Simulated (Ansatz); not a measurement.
# Data sheet: BeS (DFT)

BeS:
```xyz
4
Lattice="3.2831 0.0000 0.0000 -1.6415 2.8432 0.0000 0.0000 0.0000 5.2254" Properties=species:S:1:pos:R:3 pbc="T T T"
Be     0.0000     0.0000     0.0000
Be     0.0000     0.0000     2.6127
S      0.0000     1.8955     1.3064
S      1.6415     0.9477     3.9191
```

Space group P6_3/mmc (No. 194), NiAs type; conventional cell a = 3.283 Å, b = 3.283 Å, c = 5.225 Å, α = 90.00°, β = 90.00°, γ = 120.00°.

Method: HSE06 (plane waves, PAW; program Ansatz). Geometry: relaxed at this level of theory. Other levels are named where they apply.

**Cell and energy**

```yaml
volume_per_atom: 12.19 Å³
density: 2.80 g/cm³
```

**Electronic structure**

```yaml
band_gap: 2.25 eV (indirect)
valence_band_maximum: at Γ
conduction_band_minimum: at K (2 equivalent valleys)
smallest_direct_gap_on_the_standard_path: 4.45 eV
```

**Mechanics**

```yaml
Bulk modulus (Birch–Murnaghan fit): 117 GPa
Pressure derivative B′: 3.8
```

**Charges**

```yaml
bader_charges: Be +1.68, S -1.68 e
```

This is a known high-pressure phase of the composition, computed here at zero pressure and temperature. Symmetry was held in the HSE06 relaxation; its stability against distortions is not shown here. The hybrid was solved on a coarse mesh, the path and, where they were found, the r²SCAN edge points; its band edges are the extreme levels among these.

Potentials: the later of the program's two PAW sets.
